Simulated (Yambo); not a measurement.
```
CELL_PARAMETERS angstrom
      5.98683     0.00000     0.00000
      0.00000     3.77299     0.00000
      0.00000     0.00000     9.07315
ATOMIC_POSITIONS crystal
  O  0.46232 0.75000 0.91832
  O  0.53768 0.25000 0.08168
  O  0.03768 0.25000 0.41832
  O  0.96232 0.75000 0.58168
  O  0.73610 0.25000 0.75453
  O  0.26390 0.75000 0.24547
  O  0.76390 0.75000 0.25453
  O  0.23610 0.25000 0.74547
  Ti 0.48787 0.25000 0.86415
  Ti 0.51213 0.75000 0.13585
  Ti 0.01213 0.75000 0.36415
  Ti 0.98787 0.25000 0.63585
```

TiO2 (space group Pnma, No. 62): mean Im ε in 1 eV windows above the direct gap of 5.18 eV, for different electron-hole kernels (Yambo, broadening 0.15 eV, LDA (Quantum ESPRESSO, PseudoDojo norm-conserving, 84 Ry, no spin-orbit coupling) bands; 4×4×2 mesh, 24 valence and 18 conduction bands, static screening with 124 bands and a 3 Ry block, scissor 2.07 eV, Tamm-Dancoff; field along x).

```
window (eV)  independent quasiparticles  RPA (no attraction)  BSE
-----------  --------------------------  -------------------  ---
5.2 to 6.2                          4.5                  3.3  4.1
6.2 to 7.2                          6.3                  5.5  3.1
7.2 to 8.2                          3.7                  4.1  4.0
```

This run doesn't resolve bound excitons or single peaks, so only averages are given, and they too depend on the mesh; weight that the attraction moves below the gap isn't listed. All transitions below 8.87 eV are in the band window. The scissor comes from a G0W0 run whose convergence isn't established.

Geometry of the Materials Project entry, not relaxed at this level.

This is not the ordinary phase of the substance.
